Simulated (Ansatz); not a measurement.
A relaxation computed with Ansatz, from input to last step.

```yaml
crystal:
  lattice:
    - [4.9384724157, 0.0, 0.0]
    - [0.0, 4.9384724157, 0.0]
    - [0.0, 0.0, 4.9609435887]
  atoms:
    - { symbol: Ba, position: [0.5, 0.5, 0.0] }
    - { symbol: Ba, position: [0.5, 0.0, 0.5] }
    - { symbol: Ba, position: [0.0, 0.5, 0.5] }
    - { symbol: Pd, position: [0.5, 0.5, 0.5] }
    - { symbol: Os, position: [0.0, 0.0, 0.0] }
basis:
  ecutwfc: 420
kpoints:
  mp_grid: { grid: [4, 4, 4] }
hamiltonian:
  xc: pbe
scf:
  occupations: { method: gaussian, width: 0.1 }
  lower_state_search: "off"
output:
  forces: true
  stress: true
  eigenvalues: true
relax:
  adjacent_minimum: "off"
  f_tol: 0.04
  max_steps: 70
  cell: { stress_tol: 0.4 }
```

```bash
ansatz run input.yaml --threads 1 --pin off --max-ram 2560MiB --backend cpu --events-out ev --progress --plain --runs-dir out
```

Computed with Ansatz, DFT PBE, scalar-relativistic, plane waves, PAW.

Of 9 frames 9 are shown, positions in Å and forces in eV/Å; the SCF threshold varies from step to step. Steps run on the plane waves of an earlier cell, with a Pulay correction in the pressure. The basis is chosen afresh for the last frame, the zero of the energies, and at times for earlier ones too; energy and pressure can step there, also at an unchanged geometry. Here that happened at step 6 (-34 meV/atom, 1.6 GPa); frames between the last choice of the basis and such a step carry an error that grows, as the cell changes, to that size.

```xyz
5
Lattice="4.9385 0.0000 0.0000 0.0000 4.9385 0.0000 0.0000 0.0000 4.9609" Properties=species:S:1:pos:R:3:forces:R:3 pbc="T T T" step=1 free_energy_over_end_meV_per_atom=1018.88 pressure_GPa=32.03
Ba    2.4692    2.4692    0.0000    0.0000    0.0000    0.0000
Ba    2.4692    0.0000    2.4805    0.0000    0.0000    0.0000
Ba    0.0000    2.4692    2.4805    0.0000    0.0000    0.0000
Pd    2.4692    2.4692    2.4805    0.0000    0.0000    0.0000
Os    0.0000    0.0000    0.0000    0.0000    0.0000    0.0000
5
Lattice="5.1801 0.0000 0.0000 0.0000 5.1801 0.0000 0.0000 0.0000 5.2008" Properties=species:S:1:pos:R:3:forces:R:3 pbc="T T T" step=2 free_energy_over_end_meV_per_atom=457.76 pressure_GPa=17.33
Ba    2.5900    2.5900    0.0000    0.0000    0.0000    0.0000
Ba    2.5900    0.0000    2.6004    0.0000    0.0000    0.0000
Ba    0.0000    2.5900    2.6004    0.0000    0.0000    0.0000
Pd    2.5900    2.5900    2.6004    0.0000    0.0000    0.0000
Os    0.0000    0.0000    0.0000    0.0000    0.0000    0.0000
5
Lattice="5.4208 0.0000 0.0000 0.0000 5.4208 0.0000 0.0000 0.0000 5.4351" Properties=species:S:1:pos:R:3:forces:R:3 pbc="T T T" step=3 free_energy_over_end_meV_per_atom=158.61 pressure_GPa=7.37
Ba    2.7104    2.7104    0.0000    0.0000    0.0000    0.0000
Ba    2.7104    0.0000    2.7176    0.0000    0.0000    0.0000
Ba    0.0000    2.7104    2.7176    0.0000    0.0000    0.0000
Pd    2.7104    2.7104    2.7176    0.0000    0.0000    0.0000
Os    0.0000    0.0000    0.0000    0.0000    0.0000    0.0000
5
Lattice="5.6306 0.0000 0.0000 0.0000 5.6306 0.0000 0.0000 0.0000 5.6392" Properties=species:S:1:pos:R:3:forces:R:3 pbc="T T T" step=4 free_energy_over_end_meV_per_atom=56.17 pressure_GPa=1.75
Ba    2.8153    2.8153    0.0000    0.0000    0.0000    0.0000
Ba    2.8153    0.0000    2.8196    0.0000    0.0000    0.0000
Ba    0.0000    2.8153    2.8196    0.0000    0.0000    0.0000
Pd    2.8153    2.8153    2.8196    0.0000    0.0000    0.0000
Os    0.0000    0.0000    0.0000    0.0000    0.0000    0.0000
5
Lattice="5.7025 0.0000 0.0000 0.0000 5.7025 0.0000 0.0000 0.0000 5.7099" Properties=species:S:1:pos:R:3:forces:R:3 pbc="T T T" step=5 free_energy_over_end_meV_per_atom=48.23 pressure_GPa=0.13
Ba    2.8513    2.8513    0.0000    0.0000    0.0000    0.0000
Ba    2.8513    0.0000    2.8550    0.0000    0.0000    0.0000
Ba    0.0000    2.8513    2.8550    0.0000    0.0000    0.0000
Pd    2.8513    2.8513    2.8550    0.0000    0.0000    0.0000
Os    0.0000    0.0000    0.0000    0.0000    0.0000    0.0000
5
Lattice="5.7025 0.0000 0.0000 0.0000 5.7025 0.0000 0.0000 0.0000 5.7099" Properties=species:S:1:pos:R:3:forces:R:3 pbc="T T T" step=6 free_energy_over_end_meV_per_atom=14.07 pressure_GPa=1.78
Ba    2.8513    2.8513    0.0000    0.0000    0.0000    0.0000
Ba    2.8513    0.0000    2.8550    0.0000    0.0000    0.0000
Ba    0.0000    2.8513    2.8550    0.0000    0.0000    0.0000
Pd    2.8513    2.8513    2.8550    0.0000    0.0000    0.0000
Os    0.0000    0.0000    0.0000    0.0000    0.0000    0.0000
5
Lattice="5.7843 0.0000 0.0000 0.0000 5.7843 0.0000 0.0000 0.0000 5.7891" Properties=species:S:1:pos:R:3:forces:R:3 pbc="T T T" step=7 free_energy_over_end_meV_per_atom=2.22 pressure_GPa=0.66
Ba    2.8922    2.8922    0.0000    0.0000    0.0000    0.0000
Ba    2.8922    0.0000    2.8945    0.0000    0.0000    0.0000
Ba    0.0000    2.8922    2.8945    0.0000    0.0000    0.0000
Pd    2.8922    2.8922    2.8945    0.0000    0.0000    0.0000
Os    0.0000    0.0000    0.0000    0.0000    0.0000    0.0000
5
Lattice="5.8392 0.0000 0.0000 0.0000 5.8392 0.0000 0.0000 0.0000 5.8396" Properties=species:S:1:pos:R:3:forces:R:3 pbc="T T T" step=8 free_energy_over_end_meV_per_atom=0.16 pressure_GPa=0.01
Ba    2.9196    2.9196    0.0000    0.0000    0.0000    0.0000
Ba    2.9196    0.0000    2.9198    0.0000    0.0000    0.0000
Ba    0.0000    2.9196    2.9198    0.0000    0.0000    0.0000
Pd    2.9196    2.9196    2.9198    0.0000    0.0000    0.0000
Os    0.0000    0.0000    0.0000    0.0000    0.0000    0.0000
5
Lattice="5.8392 0.0000 0.0000 0.0000 5.8392 0.0000 0.0000 0.0000 5.8396" Properties=species:S:1:pos:R:3:forces:R:3 pbc="T T T" step=9 free_energy_over_end_meV_per_atom=0.00 pressure_GPa=-0.01
Ba    2.9196    2.9196    0.0000    0.0000    0.0000    0.0000
Ba    2.9196    0.0000    2.9198    0.0000    0.0000    0.0000
Ba    0.0000    2.9196    2.9198    0.0000    0.0000    0.0000
Pd    2.9196    2.9196    2.9198    0.0000    0.0000    0.0000
Os    0.0000    0.0000    0.0000    0.0000    0.0000    0.0000
```

The start puts this composition into another compound's structure type, which needn't suit it. The cell swells from 24.2 to 39.8 Å³ an atom, so the end can be far from any stable crystal. At the end the space group is Pm-3m (tolerance 0.05 Å).

Time: 76 s on 1 thread of Arm Neoverse V1, on a shared host, peak memory 0.47 GiB.

The k mesh is coarse. Spin–orbit coupling is left out, which can shift energies with elements as heavy as these. Spin polarisation was left out, and a magnetic state may lie lower.